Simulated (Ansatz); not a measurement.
# PtSe2, before and after

Recipe of this trial structure of PtSe2: species swapped into a sheet modelled on a layer of WSe2, with Pt on the W sites. The dimensions are guesses.

This is a two-dimensional sheet: the third axis spans vacuum and isn't periodic. Symmetry isn't written into the files.

POSCAR.start

```
Pt Se
1.0
     2.98666    0.00000    0.00000
    -1.49333    2.58653    0.00000
     0.00000    0.00000   18.00000
Pt Se
1 2
Direct
  0.66667 0.33333 0.50000
  0.33333 0.66667 0.58438
  0.33333 0.66667 0.41562
```

Theory: Ansatz 0.2.0, DFT PBE, scalar-relativistic, plane waves, PAW. Cutoff 420 eV, Gaussian smearing, Γ-centred meshes. In-plane cell and atoms relax first on a coarse mesh and then on a finer one. In metals the finer mesh still leaves noise of several meV/atom or more. The steps can't lower the symmetry of their start. No spin polarisation in the relaxation; trial moments died out in a coarse test.

POSCAR.end

```
Pt Se
1.0
     3.64543    0.00000    0.00000
    -1.82272    3.15704    0.00000
     0.00000    0.00000   29.87548
Pt Se
1 2
Direct
  0.66667 0.33333 0.30125
  0.33333 0.66667 0.35029
  0.33333 0.66667 0.25221
```

The symmetry stays p-6m2 (No. 78). The area per atom grows by 49.0 %, from 2.6 to 3.8 Å². The shortest distance goes from 2.30 Å (Pt–Se) to 2.56 Å (Pt–Se). The energy falls by about 1.4 eV/atom (the start's value is from the coarse mesh). The program sets the height of the box itself, so the height of the cell differs between start and end.

For PtSe2, the layer group is p-6m2 (No. 78), the in-plane cell is a = 3.645 Å, b = 3.645 Å, γ = 120.0° and the area per atom is 3.84 Å². The thickness between the outermost nuclei is 2.93 Å and the energy over the elements is +0.06 eV/atom. The gap on the 12×12×1 mesh of the 3-atom cell is 0 eV (a metal).

The zero of energy is the elements' standard structures at the same level; no fitted shifts are applied. A positive value: parting into the elements would lower its energy.

The last run used Gaussian smearing of 0.10 eV. Spin–orbit coupling, which can matter for Pt, is left out. The reference form of Se is held partly by dispersion forces, which this level lacks. A structure relaxed within its symmetry needn't be a true minimum. In all, the 3 runs took 3 min on 1 thread of Arm Neoverse V1, on a shared host.
